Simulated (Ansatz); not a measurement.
Given:

Starting cell, Al (fcc, Cu type):

```xyz
4
Lattice="3.9907 0.0000 0.0000 0.0000 3.9907 0.0000 0.0000 0.0000 3.9907" Properties=species:S:1:pos:R:3 pbc="T T T"
Al     0.0000     0.0000     0.0000
Al     1.9954     1.9954     0.0000
Al     1.9954     0.0000     1.9954
Al     0.0000     1.9954     1.9954
```

In this cell atom 3 (Al, nearest neighbour Al at 2.822 Å; its periodic images, 4.0 Å or more away, move with it) is moved by s towards the nearest neighbour, unit vector (-0.707, -0.707, 0.000); all other atoms and the cell stay fixed.

Calculation: r2SCAN (plane waves to 500 eV, PAW, scalar-relativistic; Ansatz, a quantum-chemistry and plane-wave program). k mesh 9×9×9 (Γ-centred), Fermi-Dirac smearing 0.05 eV. The energy includes the smearing's −TS. With partly filled bands, energies and forces of such displacements shift with the k mesh and the smearing. On this mesh the relaxed cell isn't quite at rest: it carries a pressure of 0.3 GPa (compression positive) at the zero of the scan. Al was relaxed with its symmetry unable to fall. The PAW data are Ansatz's earlier set. ΔE is measured from the undisplaced structure.

The scan covers s from -0.280 to 0.280 Å in 11 points.

### Question
Is this a single well or a double well?

### Answer
A single well with its minimum at or next to zero displacement.

### Question
Is the energy the same for equal positive and negative displacements?

### Answer
Even: the same for both signs. With its periodic images moving along, the atom's site symmetry in this cell is m-3m.

### Question
What is the force constant k = d²E/ds² of this move at s = 0?

### Answer
5.50 eV/Å².

(For displaced atoms, the force is minus the slope of the energy, and its curvature is a force constant, which sets phonon frequencies.)
